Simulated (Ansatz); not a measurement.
The calculation used Ansatz 0.2.0, DFT PBE, scalar-relativistic, plane waves, PAW. All cells share a 420 eV cutoff and Γ-centred k meshes spaced at most about 0.3 Å⁻¹ (about 0.25 or finer for metals, 2π included). Collinear spin in cells that started with moments and kept them past the coarse steps, no spin elsewhere.

These are static total energies at zero pressure. All come from trial cells, and lower structures may exist.

Question: These unrelaxed guesses for NbSnTe₄ are each relaxed within their symmetry. Order them by the energy at which they end, lowest first.
A.

```xyz
6
Lattice="3.7102 0.0000 0.0000 0.0000 3.7102 0.0000 0.0000 0.0000 14.2329" Properties=species:S:1:pos:R:3 pbc="T T T"
Nb    1.8551    1.8551    7.1165
Sn    0.0000    0.0000    0.0000
Te    1.8551    1.8551    2.5758
Te    0.0000    0.0000    9.2863
Te    0.0000    0.0000    4.9466
Te    1.8551    1.8551   11.6572
```

B.

```xyz
6
Lattice="4.3495 0.0000 0.0000 -2.1747 3.7668 0.0000 0.0000 0.0000 9.1894" Properties=species:S:1:pos:R:3 pbc="T T T"
Nb    0.0000    0.0000    4.5947
Sn    0.0000    0.0000    0.0000
Te    0.0000    2.5112    6.8351
Te    0.0000    2.5112    2.3543
Te    2.1747    1.2556    6.8351
Te    2.1747    1.2556    2.3543
```

C.

```xyz
6
Lattice="4.4092 0.0000 0.0000 0.0000 4.4092 0.0000 0.0000 0.0000 7.5999" Properties=species:S:1:pos:R:3 pbc="T T T"
Nb    0.0000    0.0000    0.0000
Sn    2.2046    2.2046    3.8000
Te    2.2046    0.0000    0.0000
Te    0.0000    2.2046    0.0000
Te    0.0000    0.0000    2.1052
Te    0.0000    0.0000    5.4948
```

D.

```xyz
6
Lattice="6.5846 0.0000 0.0000 -3.2923 5.7025 0.0000 0.0000 0.0000 5.0284" Properties=species:S:1:pos:R:3 pbc="T T T"
Nb    0.0000    0.0000    0.0000
Sn    3.2923    1.9008    0.0000
Te    0.0000    3.8016    0.0000
Te    1.6263    4.7406    2.5142
Te   -1.6263    4.7406    2.5142
Te    0.0000    1.9238    2.5142
```

Answer: A (ends in P4/mmm, 0 meV/atom), C (ends in P4/mmm, 0.41 eV/atom), B (ends in P6/mmm, 0.55 eV/atom), D (ends in P-6m2, 0.59 eV/atom).

Weakly bound directions are ill-defined at this level, which has no dispersion term (P4/mmm at 29.7 Å³/atom), and this can change margins and order among such cells. Spin–orbit coupling, which can matter for Te, is left out. A magnetic state wasn't ruled out in cells without spin, among them P4/mmm at 40.5 Å³/atom, P6/mmm. Cells relaxed within their symmetry can be saddle points. Some types were kept out of the candidates beforehand, so the set may lack a known form.
